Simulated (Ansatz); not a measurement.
KZnF3 (cubic perovskite, Pm-3m), a = 4.0463 Å, b = 4.0463 Å, c = 4.0463 Å, α = 90.00°, β = 90.00°, γ = 90.00°.

This is the r²SCAN-relaxed structure.

**Question.** All from the program Ansatz at the r²SCAN level (PAW), unless another level is named. Estimate the HSE06 gap on the r²SCAN cell.

**Answer.** 6.36 eV.

**Question.** Predict the band gap.

**Answer.** 4.64 eV (indirect).

**Question.** Give the conduction-band minimum.

**Answer.** at Γ.

**Question.** Give the weight of the conduction-edge state by species (Voronoi cells).

**Answer.** F 50 %, Zn 41 %, K 9 %.

Symmetry was held in the r²SCAN relaxation; phonons on a q-mesh show no instability.

Potentials: the later of the program's two PAW sets.
